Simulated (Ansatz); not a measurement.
Relaxed-ion elastic tensor of Rb (bcc (W type), Im-3m) in GPa (Voigt order), plane-wave PAW PBE+D3(BJ) (Ansatz code); density 1.65 g/cm³, 85.86 Å³ per atom.

```
3.5  2.9  2.9  0.0  0.0  0.0
2.9  3.5  2.9  0.0  0.0  0.0
2.9  2.9  3.5  0.0  0.0  0.0
0.0  0.0  0.0  2.3  0.0  0.0
0.0  0.0  0.0  0.0  2.3  0.0
0.0  0.0  0.0  0.0  0.0  2.3
```

### Question
Is the crystal mechanically stable?

### Answer
Yes: the smallest eigenvalue of C is 0.6 GPa.

### Question
Work out the Voigt, Reuss and Hill averages.

### Answer
K_V = 3.1, K_R = 3.1, K_H = 3.1; G_V = 1.5, G_R = 0.6, G_H = 1.0 GPa.

### Question
Give Young's modulus, Poisson's ratio, Pugh's ratio and the universal anisotropy index.

### Answer
E = 9KG/(3K + G) = 2.8 GPa; ν = 0.35; K/G = 2.98 (ductile by the Pugh limit of 1.75); A_U = 5G_V/G_R + K_V/K_R − 6 = 7.03.

### Question
Estimate the sound speeds and the Debye temperature.

### Answer
v_l = √((K + 4G/3)/ρ) = 1650 m/s, v_t = √(G/ρ) = 793 m/s, mean 891 m/s; Θ = (h/k)(3n/4πV)^(1/3) v_m = 60.2 K.

### Question
Give the Zener ratio and Young's modulus along [100], [110] and [111].

### Answer
A = 2C44/(C11 − C12) = 7.73; 1/E = S11 − 2(S11 − S12 − S44/2)Γ with Γ = 0, 1/4, 1/3 gives 0.8, 2.3, 5.4 GPa.

### Question
Solve the Christoffel equation for the three sound speeds along [100], [110], [111].

### Answer
Eigenvalues of C_ijkl n_j n_l equal ρv². In km/s, slowest first: [100] 1.17, 1.17, 1.45; [110] 0.42, 1.17, 1.82; [111] 0.76, 0.76, 1.92.

Symmetry was held in the PBE+D3(BJ) relaxation. The pairwise dispersion correction was not fitted to metals. As this level gives no gap, shear constants depend on the k-mesh and smearing (Fermi–Dirac, 0.1 eV here).

Potentials: the earlier of the program's two PAW sets.
